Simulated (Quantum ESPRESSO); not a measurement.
AlSi2PC4 (made-up cell), MgAl3N3O (made-up cell) (calculated)

All values are calculated (Quantum ESPRESSO 7.5). Calculation on a made-up crystal cell, not a measurement: periodic Kohn-Sham density functional theory in plane waves with PseudoDojo standard norm-conserving scalar-relativistic pseudopotentials, each functional with its own files (v0.5 for PBE, v0.4.1 for LDA and PBEsol), no spin polarisation, no spin-orbit coupling, atoms not relaxed, stress positive in tension, energies less a fixed whole-eV offset for each atom's element; levels are Kohn-Sham levels at fractions of this cell's reciprocal vectors, counted from the reference band (half the neutral cell's valence electrons, rounded up) at Gamma; error bars cover cutoff and k-mesh only, not smearing or the files; added strain carries the atoms with the cell, and shear is the tensor component; each bar is the largest change over components, and at least 0.002 eV, 0.002 eV per angstrom or 0.02 GPa; energies are for the whole cell, and the offsets were chosen from early runs and are not element reference energies.

Common to all runs: functional pbe; fermi dirac smearing 0.025 eV; scf tolerance 1e-07 eV; electrons removed 0; k mesh 4 x 4 x 4, shifted by half a step.

(1) 
```cif
# cell vector a (Å): 4.4102 -0.0179 -0.0350
# cell vector b (Å): -0.0179 4.3087 -0.0661
# cell vector c (Å): -0.0350 -0.0661 4.3959
data_AlSi2PC4
_symmetry_space_group_name_H-M 'P 1'
_symmetry_Int_Tables_number 1
_cell_length_a 4.4104
_cell_length_b 4.3092
_cell_length_c 4.3965
_cell_angle_alpha 91.738
_cell_angle_beta 90.907
_cell_angle_gamma 90.464
_cell_volume 83.51
loop_
_atom_site_label
_atom_site_type_symbol
_atom_site_fract_x
_atom_site_fract_y
_atom_site_fract_z
_atom_site_occupancy
Al1 Al 0.98198 0.98719 0.99263 1
Si1 Si 0.00636 0.49452 0.52238 1
P1 P 0.49056 0.99693 0.49727 1
Si2 Si 0.52616 0.50037 0.99158 1
C1 C 0.24946 0.25309 0.25273 1
C2 C 0.22733 0.77169 0.74473 1
C3 C 0.75755 0.23162 0.77193 1
C4 C 0.76560 0.73998 0.25474 1
_calc_lattice_type 'zincblende/diamond'
_calc_cutoff 1116  # eV
_calc_free_energy_less_offsets -0.9526  # eV
_calc_smearing_term_minus_ts 0  # eV
_calc_scf_iterations 12
_calc_pressure 8.774  # GPa
_calc_stress_xx -5.121  # GPa
_calc_stress_yy -12.54  # GPa
_calc_stress_zz -8.659  # GPa
_calc_stress_yz -7.159  # GPa
_calc_stress_xz -2.99  # GPa
_calc_stress_xy 1.596  # GPa
_calc_error_bar_energy 0.006675  # eV
_calc_error_bar_stress 0.06772  # GPa
_calc_error_bar_force 0.003603  # eV/angstrom
_calc_error_bars_from 'tighter rerun of a related cell'
```

Atoms:
```csv
atoms element,atom site,atom energy offset (eV)
Al,1,-64
Si,2,-115
P,3,-189
Si,4,-115
C,5,-163
C,6,-163
C,7,-163
C,8,-163
```

Forces:
```csv
site,x (eV/Å),y (eV/Å),z (eV/Å)
1,2.061,0.4554,3.553
2,-0.5737,-0.9249,-1.965
3,0.1118,0.2881,-0.2615
4,-3.079,0.01962,1.328
5,1.865,0.09643,1.009
6,5.355,-2.141,-1.406
7,-3.227,2.641,-4.73
8,-2.514,-0.4345,2.472
```

(2) 
```cif
# cell vector a (Å): 4.1304 -0.0230 0.0182
# cell vector b (Å): -0.0230 4.1261 0.0183
# cell vector c (Å): 0.0182 0.0183 4.0880
data_MgAl3N3O
_symmetry_space_group_name_H-M 'P 1'
_symmetry_Int_Tables_number 1
_cell_length_a 4.1305
_cell_length_b 4.1262
_cell_length_c 4.0881
_cell_angle_alpha 89.491
_cell_angle_beta 89.494
_cell_angle_gamma 90.637
_cell_volume 69.66
loop_
_atom_site_label
_atom_site_type_symbol
_atom_site_fract_x
_atom_site_fract_y
_atom_site_fract_z
_atom_site_occupancy
Mg1 Mg 0.00938 0.00968 0.99280 1
Al1 Al 0.00872 0.50268 0.50270 1
Al2 Al 0.49463 0.99688 0.50625 1
Al3 Al 0.50154 0.49892 0.99590 1
N1 N 0.49381 0.98454 0.99073 1
O1 O 0.50574 0.50168 0.48971 1
N2 N 0.99668 0.00782 0.49969 1
N3 N 0.00879 0.49876 0.99252 1
_calc_lattice_type 'rocksalt'
_calc_cutoff 1143  # eV
_calc_free_energy_less_offsets -0.5224  # eV
_calc_smearing_term_minus_ts 0  # eV
_calc_scf_iterations 11
_calc_pressure 2.5  # GPa
_calc_stress_xx -1.272  # GPa
_calc_stress_yy -1.886  # GPa
_calc_stress_zz -4.343  # GPa
_calc_stress_yz 2.193  # GPa
_calc_stress_xz 2.127  # GPa
_calc_stress_xy -2.719  # GPa
_calc_reference_band 20
_calc_error_bar_energy 0.003392  # eV
_calc_error_bar_stress 0.02  # GPa
_calc_error_bar_force 0.002523  # eV/angstrom
_calc_error_bar_next_band_up 0.002  # eV
_calc_error_bars_from 'tighter rerun of this cell'
```

Atoms:
```csv
atoms element,atom site,atom energy offset (eV)
Mg,1,-1617
Al,2,-64
Al,3,-64
Al,4,-64
N,5,-283
O,6,-452
N,7,-283
N,8,-283
```

Forces:
```csv
site,x (eV/Å),y (eV/Å),z (eV/Å)
1,-0.938,-0.7386,0.5618
2,-0.4054,0.02898,-0.3889
3,0.392,0.06005,-0.5446
4,0.2456,0.0004824,0.1626
5,0.9397,0.7149,0.3392
6,-0.1485,-0.1543,0.1812
7,0.2011,-0.2656,-0.5172
8,-0.2864,0.3541,0.2058
```

Levels:
```csv
level k point,next band up (eV)
Gamma,2.295
"(1/2,1/2,1/2)",2.63
"(0.15,0,0)",2.917
"(0,0.15,0)",2.912
"(0,0,0.15)",2.905
```
